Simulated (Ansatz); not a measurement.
An Ansatz (an electronic-structure program) run. Input:

Ansatz 0.2 input:
```yaml
crystal:
  lattice:
    - [0.0, 3.4730319903, 3.4730319903]
    - [3.4730319903, 0.0, 3.4730319903]
    - [3.4730319903, 3.4730319903, 0.0]
  atoms:
    - { symbol: Tl, position: [0.0, 0.0, 0.0] }
    - { symbol: Tl, position: [0.25, 0.25, 0.25] }
kpoints:
  mp_grid: { grid: [8, 8, 8] }
  band_path:
    path:
      - [[0.0, 0.0, 0.0], [0.5, 0.0, 0.5], [0.625, 0.25, 0.625]]  # Γ-X-U
      - [[0.375, 0.375, 0.75], [0.0, 0.0, 0.0], [0.5, 0.5, 0.5], [0.5, 0.25, 0.75], [0.5, 0.0, 0.5]]  # K-Γ-L-W-X
    npoints: 12
hamiltonian:
  xc: r2scan
  pseudopotentials: { kind: paw }
magnetization: { noncollinear: true, spin_orbit: true }
scf:
  n_extra_bands: 12
  convergence: { dr2_threshold: 0.0000000001 }
  occupations: { method: gaussian, width: 0.05 }
output: { eigenvalues: true }
```

Output (shortened):

```
Pseudopotentials: kind: paw_fr
Pseudopotential: Tl, paw_fr, valence charge 13
Functional definition: r2SCAN
non-collinear run that drives no moment, with spin-orbit …
Crystal: 2 atoms, lattice volume = 83.783 Å³
Basis set: ecut = 500 eV, 2109 PW (Γ), exchange–correlation on 144×144×144 points (64 copies of the dense FFT grid, shifted against one another)
Bands: 38, of which v1, the nominal top of the filled ones, is band 26 counted from 1 (25 counted from 0)
Symmetry: 48 space group operations + 48 with time reversal
k-points: 29 of 512
Projection manifold: j_resolved (fully-relativistic pseudo-atomic orbitals)
PAW frozen core: Tl, regenerated for the run's functional
Initial density: superposition of atomic densities (chi_scale 0.1, normalization cell)
Initial wavefunctions: pseudopotential atomic-orbital guess
Eigensolver: davidson
Functional: x = r2scan, c = r2scan; τ floored in thin density (d = 2e-4 eV/Å³)
iter 1 solved again at ethr=1.69e-4 eV; its pass at ethr=3.10e-3 eV (dr2=4.39e-2 eV) is discarded
SCF iter   1: F=—  HF=-22850.573840 eV  |F-HF|=—  |Δ(HF+E_count)|=         —  Δρ=9.68e-3  dr2=4.48e-2  dr2_τ=1.72e-3  dr2_m=0.00e0 (ungated)  ethr=1.69e-4  |M|=0.00e0 ∫|m|=0.00e0 μB  |m|>n=0.0e0 m-floor=0.0e0 τ_xc=0.0e0  β_m=0.30  ⟨swp⟩=2.8  Hψ=3446  notcnv=0
all-band conjugate gradients solve this SCF's bands
preconditioner: auto → none
SCF iter   2: F=—  HF=-22850.594205 eV  |F-HF|=—  |Δ(HF+E_count)|=   2.04e-2  Δρ=7.22e-3  dr2=2.32e-2  dr2_τ=2.53e-4  dr2_m=0.00e0 (ungated)  ethr=1.69e-4  |M|=0.00e0 ∫|m|=0.00e0 μB  |m|>n=0.0e0 m-floor=0.0e0 τ_xc=0.0e0  β_m=0.65  ⟨swp⟩=2.0  Hψ=729  notcnv=0
SCF iter   3: F=—  HF=-22850.617097 eV  |F-HF|=—  |Δ(HF+E_count)|=   2.29e-2  Δρ=7.07e-4  dr2=3.40e-4  dr2_τ=6.17e-5  dr2_m=0.00e0 (ungated)  ethr=8.94e-5  |M|=0.00e0 ∫|m|=0.00e0 μB  |m|>n=0.0e0 m-floor=0.0e0 τ_xc=0.0e0  β_m=0.60  ⟨swp⟩=3.2  Hψ=1108  notcnv=0
SCF iter   4: F=—  HF=-22850.617057 eV  |F-HF|=—  |Δ(HF+E_count)|=   4.04e-5  Δρ=2.11e-4  dr2=2.30e-5  dr2_τ=3.66e-7  dr2_m=0.00e0 (ungated)  ethr=1.31e-6  |M|=0.00e0 ∫|m|=0.00e0 μB  |m|>n=0.0e0 m-floor=0.0e0 τ_xc=0.0e0  β_m=0.80  ⟨swp⟩=2.0  Hψ=917  notcnv=0
SCF iter   5: F=—  HF=-22850.617062 eV  |F-HF|=—  |Δ(HF+E_count)|=   5.59e-6  Δρ=5.75e-5  dr2=3.79e-6  dr2_τ=3.03e-8  dr2_m=0.00e0 (ungated)  ethr=8.85e-8  |M|=0.00e0 ∫|m|=0.00e0 μB  |m|>n=0.0e0 m-floor=0.0e0 τ_xc=0.0e0  β_m=0.71  ⟨swp⟩=3.0  Hψ=936  notcnv=0
SCF iter   6: F=—  HF=-22850.617060 eV  |F-HF|=—  |Δ(HF+E_count)|=   2.40e-6  Δρ=1.51e-5  dr2=9.84e-8  dr2_τ=1.02e-9  dr2_m=0.00e0 (ungated)  ethr=1.46e-8  |M|=0.00e0 ∫|m|=0.00e0 μB  |m|>n=0.0e0 m-floor=0.0e0 τ_xc=0.0e0  β_m=0.85  ⟨swp⟩=2.0  Hψ=925  notcnv=0
SCF iter   7: F=—  HF=-22850.617030 eV  |F-HF|=—  |Δ(HF+E_count)|=   3.02e-5  Δρ=6.89e-7  dr2=2.49e-10  dr2_τ=4.49e-12  dr2_m=0.00e0 (ungated)  ethr=3.78e-10  |M|=0.00e0 ∫|m|=0.00e0 μB  |m|>n=0.0e0 m-floor=0.0e0 τ_xc=0.0e0  β_m=0.90  ⟨swp⟩=2.0  Hψ=928  notcnv=0
SCF iter   8: F=-22850.617030 eV  HF=-22850.617030 eV  |F-HF|=2.55e-11  |Δ(HF+E_count)|=  2.29e-10  Δρ=4.50e-8  dr2=8.69e-13  dr2_τ=2.58e-14  dr2_m=0.00e0 (ungated)  ethr=1.00e-12  |M|=0.00e0 ∫|m|=0.00e0 μB  |m|>n=0.0e0 m-floor=0.0e0 τ_xc=0.0e0  ⟨swp⟩=3.8  Hψ=1334  notcnv=0
SCF 1 converged in 8 iterations: F = -22850.617030 eV  dr2 = 8.69e-13
NSCF: frozen V_eff on 74 k-points
SCF converged after 8 iterations
Magnetization: |M| = 0.0000 μB,  M = (+0.0000, +0.0000, +0.0000) μB
Absolute magnetization: 0.0000 μB (∫|m|)
  site 0: m = (+0.0000, +0.0000, +0.0000) μB, |m| = 0.0000 μB  (R = 1.24 Å)
  site 1: m = (+0.0000, +0.0000, +0.0000) μB, |m| = 0.0000 μB  (R = 1.24 Å)
Free energy (F): -22850.617030 eV
Harris-Foulkes:  -22850.617030 eV  (|F-HF|=2.55e-11)
Internal energy: -22850.614046 eV  (E = F + TS)
E sigma→0 (E₀):  -22850.615538 eV
Entropy (-TS):   -0.002984 eV (-1.492 meV/atom)
Fermi energy:    5.482323 eV
--- Per-component energies (eV) ---
  E_band       = -118.014674
  E_kinetic    = 669.411784
  E_local      = -2452.024097  (includes V_loc(G=0)·N_el)
  E_nonlocal   = 632.808187
  E_hartree    = 940.124690
  E_xc         = -434.799663
  E_vxc        = -311.950810  (∫ρ·V_xc dr)
  E_paw        = -20320.897543  (= ΣΔE_a)
  E_vpaw       = -561.047386  (= ΣTr[D̂ρ^β])
  E_aug_tail   = 0.000036  (compensation charges beyond the density's cutoff)
  E_vtau       = 24.538242  (kinetic-family band-sum trace: ∫τ·v_τ [+ j·A + Jᵃ·Aᵃ] dr)
  E_ewald      = -1887.254280
  E_core_change = 2.016839  (= ΣΔE_core)
  E_smearing   = -0.002984  (= −TS)
  E_closure    = 0.000000  (closes the sum)
  Σ components = -22850.617030   (vs F -22850.617030, Δ=0.00e0)
  [band-id]    e_kinetic+e_local+e_nonlocal+2·e_hartree+e_vxc+e_vpaw+e_augmentation_tail+e_vtau = -118.014663   (vs E_band -118.014674, Δ=1.15e-5)
--- Band table (eV; the first three rows and the last of 29) ---
  k-point 0: bands = ["-7.7460", "-7.7460", "-7.7460", "-7.7460", "-7.6025", "-7.6025", "-7.6025", "-7.6025", "-5.8677", "-5.8677", "-5.4609", "-5.4609", "-5.4609", "-5.4609", "-5.2749", "-5.2749", "-5.2749", "-5.2749", "-5.1139", "-5.1139", "-3.5299", "-3.5299", "4.7805", "4.7805", "6.7580", "6.7580", "8.6863", "8.6863", "8.6863", "8.6863", "8.9545", "8.9545", "10.2379", "10.2379", "10.2379", "10.2379", "10.9586", "10.9586"]
  k-point 1: bands = ["-7.7490", "-7.7490", "-7.7413", "-7.7413", "-7.6091", "-7.6091", "-7.5978", "-7.5978", "-5.8496", "-5.8496", "-5.4992", "-5.4992", "-5.4686", "-5.4686", "-5.2619", "-5.2619", "-5.2554", "-5.2554", "-5.1285", "-5.1285", "-3.3681", "-3.3681", "4.1026", "4.1026", "6.7310", "6.7310", "7.7454", "7.7454", "8.3219", "8.3219", "9.8537", "9.8537", "10.2572", "10.2572", "10.6431", "10.6431", "12.1188", "12.1188"]
  k-point 2: bands = ["-7.7549", "-7.7549", "-7.7285", "-7.7285", "-7.6264", "-7.6264", "-7.5881", "-7.5881", "-5.8042", "-5.8042", "-5.5718", "-5.5718", "-5.4838", "-5.4838", "-5.2337", "-5.2337", "-5.2296", "-5.2296", "-5.1588", "-5.1588", "-2.9128", "-2.9128", "2.7316", "2.7316", "6.4512", "6.4512", "7.0540", "7.0540", "7.7764", "7.7764", "10.2912", "10.2912", "11.1227", "11.1227", "11.5056", "11.5056", "12.6242", "12.6242"]
  k-point 28: bands = ["-7.7572", "-7.7572", "-7.7078", "-7.7078", "-7.6662", "-7.6662", "-7.5683", "-7.5683", "-5.7050", "-5.7050", "-5.5574", "-5.5574", "-5.5429", "-5.5429", "-5.4591", "-5.4591", "-5.1925", "-5.1925", "-5.0252", "-5.0252", "-0.5053", "-0.5053", "-0.4279", "-0.4279", "4.3975", "4.3975", "4.8742", "4.8742", "9.8564", "9.8564", "10.7935", "10.7935", "11.4210", "11.4210", "11.5200", "11.5200", "15.8262", "15.8262"]
  band table: 38 of 38 bands, residual norms ≤ 1.0e-3 eV
```

Cost: about 80 core-seconds (a rough figure) on shared cores.

Space group Fd-3m (diamond). The start of the workflow was typed in or built on a structure type; neither database checked (COD, Materials Project) lists it. It is not the phase usual at ambient conditions (space group No. 194). Symmetry was held in the r²SCAN relaxation. At this level the phase is mechanically unstable.

Potentials: the later of the program's two PAW sets.

Ansatz is a plane-wave DFT program.
